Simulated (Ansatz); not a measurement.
**Calculated ³⁹K NMR of the central transition for K3BeF5**

Cell: a Materials Project structure (computed, not necessarily an observed phase).

Space group I4/mcm (No. 140); a = 7.0752, c = 10.6960 Å.

```csv
site,Wyckoff,site symmetry,x,y,z
K1,8h,m.2m,0.6782,0.1782,0.0000
K5,4a,422,0.0000,0.0000,0.7500
Be,4b,-42m,0.0000,0.5000,0.2500
F9,16l,..m,0.1255,0.3745,0.3359
F13,4c,4/m..,0.0000,0.0000,0.5000
```

One atom of each set is listed; the run and its k-mesh use a cell of 18 atoms with edges of 7.32, 7.32, 7.32 Å.

The numbers come from a DFT calculation in Ansatz (PBE, plane waves and PAW, scalar-relativistic, 420 eV cutoff, Γ-centred 5×5×5 k-points, Fermi–Dirac smearing 0.02 eV).

³⁹K has I = 3/2 and Q = 60.30 mb (Pyykkö 2018); at 23.5 T its Larmor frequency is ν₀ = 46.7 MHz. Only the quadrupole interaction is simulated: positions count from each site's isotropic chemical shift, and shift anisotropy, dipolar and J coupling are left out.

(1) What does the ³⁹K spectrum (static powder) show for each site?

Results:

(1) 

| site | first shell | C_Q (MHz) | η | P_Q (MHz) | δ_QIS (ppm) | breadth (kHz) |
| --- | --- | --- | --- | --- | --- | --- |
| K1 | 8 F at 2.60–2.80 Å | -2.96 | 0.44 | 3.06 | -107 | 34.1 |
| K5 | 10 F at 2.67–2.94 Å | -2.77 | 0.00 | 2.77 | -88.0 | 21.4 |

δ_QIS = −(ν_Q²/30ν₀²)[I(I+1) − 3/4](1 + η²/3) × 10⁶ ppm with ν_Q = 3|C_Q|/[2I(2I−1)]; it falls as 1/B₀² in ppm, and the breadth as 1/B₀ in kHz.

An axis of threefold or higher order runs through K5, so V_zz lies along it and η is zero.
